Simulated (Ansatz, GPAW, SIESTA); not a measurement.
CsLiCr2Te2S3: programs and potentials compared

```
CELL_PARAMETERS angstrom
3.42162 -5.18069 0.00784
3.42162 5.18069 0.00784
-2.90411 0.00000 7.43093
ATOMIC_POSITIONS crystal
Cs 0.09374 0.09374 0.00853
Li 0.58875 0.58875 0.55336
Cr 0.05646 0.46755 0.55790
Cr 0.46755 0.05646 0.55790
Te 0.56486 0.87357 0.29035
Te 0.87357 0.56486 0.29035
S 0.81151 0.39697 0.73347
S 0.39697 0.81151 0.73347
S 0.21404 0.21404 0.48371
```

The cell comes from a database or a generator and needn't be the stable form of this composition.

Alike in all runs: task band structure; functional PBE; k mesh 5 × 5 × 4; occupations fermi-dirac, width 0.05 eV; collinear spin, ferromagnetic start; no spin-orbit coupling. Pressure is positive in compression and, in plane waves, holds the error of the finite cutoff, which Ansatz's Pulay term estimates and takes out.

| program and potentials | plane-wave cutoff (eV) | notes | pressure (GPa) | net moment per atom (μB) | largest force (eV/Å) |
| --- | --- | --- | --- | --- | --- |
| Ansatz, Ansatz PAW | 420 | 10 valence electrons an atom on average | 0.00 | 0.45 | - |
| GPAW, GPAW PAW data sets (gpaw-data 1.2.1) | 800 | 5.78 valence electrons an atom on average | ? | ? | ? |
| SIESTA, files PseudoDojo sr-pbe-0.4.1-standard, DZP (energy shift 0.003 Ry; two zetas on semicore shells; d shell added on Cs) | - | atomic basis; 10 valence electrons an atom on average | 0.47 | 0.45 | 0.278 |

Q: Estimate from the other rows what the run with GPAW, GPAW PAW data sets (gpaw-data 1.2.1) gave.

A: Pressure 0.20 GPa; net moment per atom 0.45 μB; largest force 0.109 eV/Å. The other rows, which needn't bracket it: pressure 0.00 to 0.47; net moment per atom 0.45; largest force 0.278.
